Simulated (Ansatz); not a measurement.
TiSeS:
```xyz
3
Lattice="3.3732 0.0000 0.0000 -1.6866 2.9212 0.0000 0.0000 0.0000 5.6712" Properties=species:S:1:pos:R:3 pbc="T T T"
Ti     0.0000     1.9475     5.5873
Se     1.6866     0.9737     1.5223
S      0.0000     0.0000     4.2327
```

Relaxed with LDA.

Q: List the phonon frequencies at the special points (DFPT on a 3×3×2 q-mesh, Fourier-interpolated; the program Ansatz at the LDA level (PAW)).

A: In cm⁻¹; no LO–TO term at Γ, as the run had none.

```
q                          frequencies
-  -----------------------------------
Γ        0 0 0 149 149 242 242 259 362
M  122 124 152 174 225 237 244 316 368
K  124 152 165 216 219 226 306 310 340
A     39 39 71 147 147 242 242 249 379
L  113 125 154 172 224 240 245 315 362
H  117 156 166 215 219 230 302 309 335
```

Space group P3m1. The first step of the workflow began from a Materials Project structure, measured or hypothetical; the Crystallography Open Database copy checked does not list it. Its standing as an ambient phase is unchecked. Symmetry was held in the LDA relaxation; its stability against distortions is not shown here. The run is not spin-polarised. A crystal of weakly bound layers computed without a dispersion correction: the cell and the soft elastic constants depend strongly on that. As this level gives no gap, phonon frequencies hold no LO–TO term and depend on the k-mesh and smearing (Fermi–Dirac, 0.1 eV here).

Potentials: the later of the program's two PAW sets.
